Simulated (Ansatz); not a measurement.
Os (hcp (Mg type), P6_3/mmc) at seven volumes, the program Ansatz at the r²SCAN level (PAW), shape and atoms relaxed at each. One row is withheld.

```csv
V (Å³/atom),P (GPa)
12.753,50.40
13.173,30.65
13.594,14.01
14.014,0.00
14.434,?
14.855,-21.68
15.275,-29.96
```

Fit the shown pressures and predict the withheld one.

P = (3/2)B₀(x^(7/2) − x^(5/2))[1 + (3/4)(B′ − 4)(x − 1)] with x = (V₀/V)^(2/3). Least squares on the six rows gives V₀ = 14.015 Å³/atom, B₀ = 427 GPa, B′ = 4.75. At V = 14.434, x = 0.9806 and P = -11.73 GPa. The run itself gave -11.79 GPa.

The cell was relaxed with r²SCAN under the symmetry of its start; of distortions, only those at the zone centre were tested. No spin polarisation was allowed. Spin–orbit coupling is left out wherever it is not named.

Potentials: the later of the program's two PAW sets.
